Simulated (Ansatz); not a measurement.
BN:
```yaml
crystal:
  lattice:
    - [2.54102, 0.00000, 0.00000]
    - [-1.27051, 2.20059, 0.00000]
    - [0.00000, 0.00000, 4.20330]
  atoms:
    - { symbol: B, position: [0.66667, 0.33333, 0.99973] }
    - { symbol: B, position: [0.33333, 0.66667, 0.49973] }
    - { symbol: N, position: [0.66667, 0.33333, 0.62527] }
    - { symbol: N, position: [0.33333, 0.66667, 0.12527] }
```

Relaxed with PBEsol. Independent-particle spectrum: no excitons, no local fields, no scissors shift; 0.1 eV broadening; ε₁ of the summed bands alone.

### Question
Tabulate the dielectric function from DFT-PBEsol in the program Ansatz with PAW potentials.

### Answer


| E (eV) | ε₁ xx | ε₂ xx | ε₁ zz | ε₂ zz |
|---|---|---|---|---|
| 0.0 | 4.55 | 0.00 | 4.69 | 0.00 |
| 0.3 | 4.55 | 0.00 | 4.69 | 0.00 |
| 0.6 | 4.56 | 0.00 | 4.70 | 0.00 |
| 0.9 | 4.57 | 0.00 | 4.71 | 0.00 |
| 1.2 | 4.59 | 0.00 | 4.73 | 0.00 |
| 1.5 | 4.61 | 0.00 | 4.75 | 0.00 |
| 1.8 | 4.63 | 0.00 | 4.78 | 0.00 |
| 2.1 | 4.66 | 0.00 | 4.81 | 0.00 |
| 2.4 | 4.69 | 0.00 | 4.85 | 0.00 |
| 2.7 | 4.74 | 0.00 | 4.90 | 0.00 |
| 3.0 | 4.78 | 0.00 | 4.95 | 0.00 |
| 3.3 | 4.83 | 0.00 | 5.01 | 0.00 |
| 3.6 | 4.89 | 0.00 | 5.08 | 0.00 |
| 3.9 | 4.96 | 0.00 | 5.15 | 0.00 |
| 4.2 | 5.03 | 0.00 | 5.24 | 0.00 |
| 4.5 | 5.12 | 0.00 | 5.34 | 0.00 |
| 4.8 | 5.21 | 0.00 | 5.45 | 0.00 |
| 5.1 | 5.32 | 0.00 | 5.57 | 0.00 |
| 5.4 | 5.44 | 0.00 | 5.72 | 0.00 |
| 5.7 | 5.58 | 0.00 | 5.88 | 0.00 |
| 6.0 | 5.73 | 0.00 | 6.07 | 0.00 |
| 6.3 | 5.91 | 0.00 | 6.28 | 0.00 |
| 6.6 | 6.11 | 0.00 | 6.54 | 0.00 |
| 6.9 | 6.35 | 0.00 | 6.84 | 0.00 |
| 7.2 | 6.62 | 0.00 | 7.21 | 0.00 |
| 7.5 | 6.96 | 0.00 | 7.67 | 0.00 |
| 7.8 | 7.37 | 0.00 | 8.26 | 0.00 |
| 8.1 | 7.90 | 0.00 | 9.12 | 0.00 |
| 8.4 | 8.67 | 0.08 | 10.77 | 0.34 |
| 8.7 | 9.42 | 0.47 | 11.43 | 1.91 |
| 9.0 | 10.38 | 0.78 | 12.48 | 3.03 |
| 9.3 | 11.74 | 1.45 | 13.64 | 4.74 |
| 9.6 | 13.04 | 2.58 | 14.00 | 8.38 |
| 9.9 | 15.81 | 5.63 | 12.87 | 12.32 |
| 10.2 | 14.69 | 8.63 | 10.13 | 12.47 |
| 10.5 | 16.42 | 16.07 | 6.23 | 15.10 |
| 10.8 | 5.83 | 17.31 | 3.29 | 15.02 |
| 11.1 | 3.89 | 13.43 | -0.19 | 12.16 |
| 11.4 | 3.72 | 13.28 | 0.06 | 9.60 |
| 11.7 | 0.69 | 13.85 | 0.41 | 8.88 |
| 12.0 | -1.11 | 11.82 | 0.41 | 8.35 |

### Question
From ε at 8.8 eV (xx: 9.70 + 0.55i), find n, k, the normal reflectivity and the absorption coefficient.

### Answer
n = 3.12, k = 0.088, R = 27 %, α = 2kE/ħc = 78000 cm⁻¹.

With all bands, ε∞ without local fields is 4.73 (xx = yy), 4.89 (zz). DFPT, with local fields, gives 4.59 (xx = yy), 4.75 (zz).

Space group P6_3mc (wurtzite). The PBEsol relaxation kept the symmetry of its start.

Potentials: the later of the program's two PAW sets.
